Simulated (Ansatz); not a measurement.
## Mg₂Ti₃AlS₈: Coordination and 49Ti quadrupole coupling

Cell: a Materials Project structure (computed, not necessarily an observed phase), atoms as given.

Space group C2/m (No. 12); a = 12.5486, b = 7.2536, c = 7.3930 Å, β = 124.39°.

```csv
site,Wyckoff,site symmetry,x,y,z
Mg,4i,m,0.1254,0.0000,0.3764
Ti3,4e,-1,0.2500,0.2500,0.0000
Ti4,2b,2/m,0.5000,0.0000,0.0000
Al,2d,2/m,0.5000,0.0000,0.5000
S7,4i,m,0.2592,0.0000,0.7774
S8,8j,1,0.5093,0.2264,0.7546
S10,4i,m,0.7359,0.0000,0.7545
```

One atom of each set is listed; the run and its k-mesh use a cell of 14 atoms with edges of 7.25, 7.25, 7.39 Å.

Method: Kohn–Sham DFT in Ansatz, r2SCAN, plane waves and PAW, scalar-relativistic, collinear spin, 500 eV cutoff, Γ-centred 6×6×6 k-points, Fermi–Dirac smearing 0.05 eV. Start moments as typed (μB): 1 on each Ti, none on the rest.

Q(49Ti) = 247.0 mb.

(1) Order the Ti environments from the weakest to the strongest quadrupole coupling.
A. Ti4: 6 S at 2.49–2.50 Å
B. Ti3: 6 S at 2.50 Å

## Answers

(1) A (27.5 MHz, η = 0.74), B (30.5 MHz, η = 0.16).

The program didn't check the stability of this electronic state in full, so a lower one may lie near. The run finds no gap above 0.1 eV (a metal, or nearly one), so the gradients can move by 10 % or more with the k-mesh. Semilocal functionals can leave a metal where correlation in the d or f shell opens a gap in the real compound, and that would change the values at and beside Ti. All moments are parallel here, as the start or the cell imposes; many such compounds order antiparallel, where fields and spin densities carried over to other atoms largely cancel. The magnetic order is the one that the run reached from its start moments, not necessarily the measured one (the real compound may not order at all).
